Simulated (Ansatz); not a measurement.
Ca (fcc (Cu type), Fm-3m) under volume change, PBEsol in the plane-wave PAW code Ansatz, scaled uniformly.

```tsv
V (Å³/atom)	E − E(relaxed) (meV/atom)	P (GPa)
36.925	20.8	1.94
38.143	8.9	1.22
39.360	2.1	0.57
40.577	0.0	0.00
41.795	(withheld)	(withheld)
43.012	(withheld)	(withheld)
44.229	16.4	-1.35
```

Problem. Fill in the missing entries.

Solution. 
- 41.795, E − E(relaxed) (meV/atom): 2.0
- 41.795, P (GPa): -0.51
- 43.012, E − E(relaxed) (meV/atom): 7.6
- 43.012, P (GPa): -0.96

Problem. What does a third-order Birch–Murnaghan fit give for V₀, B₀ and B′?

Solution. V₀ = 40.57 Å³/atom, B₀ = 17.9 GPa, B′ = 3.0.

Symmetry was held in the PBEsol relaxation.

Potentials: the earlier of the program's two PAW sets.
